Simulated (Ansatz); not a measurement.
Band table of Ag (diamond type)

```
Ag
1.0
     0.00000    2.22441    2.22441
     2.22441    0.00000    2.22441
     2.22441    2.22441    0.00000
Ag
2
Direct
  0.87500 0.87500 0.87500
  0.12500 0.12500 0.12500
```

The cell comes from a relaxation on PAW files under the same functional, begun from a prototype that needn't be the stable phase.

All numbers are PBEsol results (scalar-relativistic) from Ansatz 0.2.0, with a Γ-centred 13×13×13 k mesh, Fermi–Dirac smearing of 0.08 eV, no spin polarisation. Methods: LAPW: all electrons, basis error target 1 meV/atom.

This run: volume at 0.4 of the series' base cell.

The structure type is held throughout; the real material can change phase at far lower pressure.

Path points, in fractions of the reciprocal vectors: Γ (0.000, 0.000, 0.000), X (0.500, 0.000, 0.500), U (0.625, 0.250, 0.625), K (0.375, 0.375, 0.750), L (0.500, 0.500, 0.500), W (0.500, 0.250, 0.750). The distance column jumps between branches of the path. Levels in eV from the Fermi level; bands 27 to 40, counted from the lowest band of the run. The gap is zero, the pressure 445.4 GPa.

```
# k(1/Å) point b27 b28 b29 b30 b31 b32 b33 b34 b35 b36 b37 b38 b39 b40
0.000 Γ -12.36 -12.36 -12.13 -11.01 -11.01 -11.01 -6.43 -6.43 -6.43 -3.00 -3.00 12.90 13.05 13.05
0.177 - -12.56 -12.29 -11.98 -11.03 -11.03 -10.76 -6.74 -6.37 -6.37 -3.12 -2.90 11.52 12.90 12.90
0.353 - -12.93 -12.08 -11.54 -11.09 -11.09 -10.22 -7.49 -6.19 -6.19 -3.47 -2.71 10.42 12.10 12.10
0.530 - -13.28 -11.73 -11.19 -11.19 -10.86 -9.58 -8.42 -5.85 -5.85 -4.02 -2.58 9.58 10.51 10.51
0.706 - -13.53 -11.34 -11.34 -11.25 -10.31 -9.04 -8.90 -5.36 -5.36 -4.73 -2.52 8.67 8.67 8.70
0.883 - -13.66 -11.49 -11.49 -10.87 -10.65 -8.37 -8.23 -5.55 -4.74 -4.74 -2.45 6.89 6.89 7.11
1.059 - -13.62 -11.71 -11.63 -11.63 -9.95 -7.60 -7.39 -6.45 -4.06 -4.06 -2.15 4.82 5.36 5.36
1.236 - -13.42 -12.44 -11.73 -11.73 -9.15 -7.37 -7.07 -6.79 -3.48 -3.48 -1.27 2.44 4.26 4.26
1.412 X -13.02 -13.02 -11.76 -11.76 -8.28 -8.28 -6.73 -6.73 -3.24 -3.24 0.33 0.33 3.84 3.84
1.475 - -13.06 -13.01 -11.77 -11.70 -8.29 -8.28 -6.77 -6.74 -3.23 -3.21 0.32 0.34 3.74 3.88
1.537 - -13.16 -12.99 -11.80 -11.53 -8.31 -8.28 -6.88 -6.74 -3.21 -3.14 0.31 0.39 3.44 4.00
1.600 - -13.29 -12.95 -11.83 -11.30 -8.34 -8.28 -7.05 -6.75 -3.19 -3.03 0.30 0.47 2.98 4.19
1.662 - -13.42 -12.89 -11.89 -11.02 -8.38 -8.28 -7.27 -6.75 -3.15 -2.91 0.30 0.59 2.42 4.45
1.724 - -13.53 -12.83 -11.95 -10.72 -8.43 -8.28 -7.52 -6.76 -3.10 -2.80 0.32 0.72 1.80 4.78
1.787 - -13.62 -12.75 -12.03 -10.40 -8.48 -8.27 -7.79 -6.77 -3.04 -2.72 0.40 0.79 1.23 5.17
1.849 - -13.68 -12.65 -12.12 -10.09 -8.53 -8.26 -8.09 -6.77 -2.98 -2.70 0.30 0.54 1.23 5.61
1.912 U -13.72 -12.55 -12.22 -9.77 -8.59 -8.39 -8.25 -6.76 -2.92 -2.74 -0.40 0.75 1.47 6.11
2.777 K -13.72 -12.55 -12.22 -9.77 -8.59 -8.39 -8.25 -6.76 -2.92 -2.74 -0.40 0.75 1.47 6.11
2.964 - -13.66 -12.53 -12.21 -9.29 -8.98 -8.76 -8.16 -6.62 -3.18 -2.73 -2.54 1.82 2.48 7.86
3.151 - -13.35 -12.81 -11.90 -10.07 -8.95 -8.59 -8.01 -6.30 -4.39 -3.88 -2.58 3.37 3.86 9.89
3.338 - -13.00 -12.85 -11.78 -10.56 -9.19 -8.66 -7.77 -6.71 -4.89 -4.62 -2.51 5.19 5.57 11.46
3.526 - -13.06 -12.26 -11.95 -10.69 -9.51 -9.29 -7.47 -7.40 -5.28 -4.32 -2.53 7.08 7.57 11.56
3.713 - -12.98 -12.19 -11.77 -10.72 -10.28 -9.91 -7.40 -7.13 -5.81 -3.73 -2.64 8.72 9.74 12.44
3.900 - -12.78 -12.33 -11.64 -10.96 -10.81 -10.37 -7.03 -6.79 -6.16 -3.31 -2.79 10.03 11.77 13.47
4.087 - -12.51 -12.36 -11.97 -11.03 -10.95 -10.80 -6.61 -6.53 -6.37 -3.07 -2.94 11.37 12.87 13.15
4.275 Γ -12.36 -12.36 -12.13 -11.01 -11.01 -11.01 -6.43 -6.43 -6.43 -3.00 -3.00 12.90 13.05 13.05
4.427 - -12.42 -12.42 -12.02 -11.02 -10.92 -10.92 -6.52 -6.46 -6.46 -3.01 -3.01 11.62 13.07 13.07
4.580 - -12.53 -12.53 -11.75 -10.98 -10.72 -10.72 -6.77 -6.52 -6.52 -3.02 -3.02 10.35 13.11 13.11
4.733 - -12.60 -12.60 -11.59 -10.63 -10.54 -10.54 -7.11 -6.55 -6.55 -3.05 -3.05 8.92 11.90 13.13
4.886 - -12.61 -12.61 -11.65 -10.51 -10.51 -9.95 -7.39 -6.46 -6.46 -3.12 -3.12 7.01 10.81 13.07
5.039 - -12.52 -12.52 -11.76 -10.66 -10.66 -9.34 -7.30 -6.24 -6.24 -3.25 -3.25 4.82 10.23 12.87
5.192 - -12.33 -12.33 -11.87 -10.95 -10.95 -9.20 -6.48 -5.92 -5.92 -3.41 -3.41 2.67 9.94 12.59
5.345 - -12.05 -12.05 -11.94 -11.32 -11.32 -9.27 -5.63 -5.63 -5.33 -3.58 -3.58 0.84 9.79 12.37
5.498 L -11.97 -11.72 -11.72 -11.70 -11.70 -9.32 -5.50 -5.50 -4.70 -3.66 -3.66 0.00 9.75 12.28
5.622 - -12.31 -12.01 -11.76 -11.41 -11.23 -9.26 -5.69 -5.62 -4.51 -3.64 -3.59 -0.01 9.77 11.67
5.747 - -12.73 -12.31 -11.71 -11.12 -10.67 -9.10 -6.07 -5.92 -4.11 -3.58 -3.40 -0.04 9.51 10.32
5.872 - -13.07 -12.60 -11.62 -10.81 -10.09 -8.92 -6.49 -6.32 -3.63 -3.49 -3.10 -0.07 8.52 8.71
5.997 - -13.32 -12.86 -11.48 -10.49 -9.52 -8.86 -6.93 -6.67 -3.36 -3.19 -2.61 -0.08 7.05 7.18
6.122 - -13.49 -13.10 -11.29 -10.15 -9.00 -9.00 -7.36 -6.90 -3.17 -2.89 -1.83 -0.02 5.42 5.74
6.247 - -13.58 -13.30 -11.04 -9.87 -9.26 -8.58 -7.74 -7.06 -2.91 -2.68 -0.85 0.19 3.91 4.29
6.371 - -13.60 -13.45 -10.73 -9.99 -9.18 -8.51 -7.80 -7.26 -2.67 -2.56 0.28 0.66 2.56 2.88
6.496 W -13.55 -13.55 -10.36 -10.36 -8.83 -8.83 -7.53 -7.53 -2.55 -2.55 1.43 1.43 1.55 1.55
6.585 - -13.54 -13.54 -10.43 -10.43 -8.78 -8.78 -7.51 -7.51 -2.57 -2.57 1.18 1.18 1.84 1.84
6.673 - -13.50 -13.50 -10.61 -10.61 -8.66 -8.66 -7.45 -7.45 -2.63 -2.63 0.92 0.92 2.21 2.21
6.761 - -13.43 -13.43 -10.85 -10.85 -8.53 -8.53 -7.34 -7.34 -2.73 -2.73 0.71 0.71 2.59 2.59
6.849 - -13.35 -13.35 -11.10 -11.10 -8.43 -8.43 -7.19 -7.19 -2.86 -2.86 0.55 0.55 2.96 2.96
6.938 - -13.24 -13.24 -11.35 -11.35 -8.36 -8.36 -7.03 -7.03 -2.99 -2.99 0.44 0.44 3.30 3.30
7.026 - -13.14 -13.14 -11.56 -11.56 -8.31 -8.31 -6.88 -6.88 -3.12 -3.12 0.38 0.38 3.59 3.59
7.114 - -13.05 -13.05 -11.71 -11.71 -8.29 -8.29 -6.77 -6.77 -3.21 -3.21 0.34 0.34 3.78 3.78
7.202 X -13.02 -13.02 -11.76 -11.76 -8.28 -8.28 -6.73 -6.73 -3.24 -3.24 0.33 0.33 3.84 3.84
```
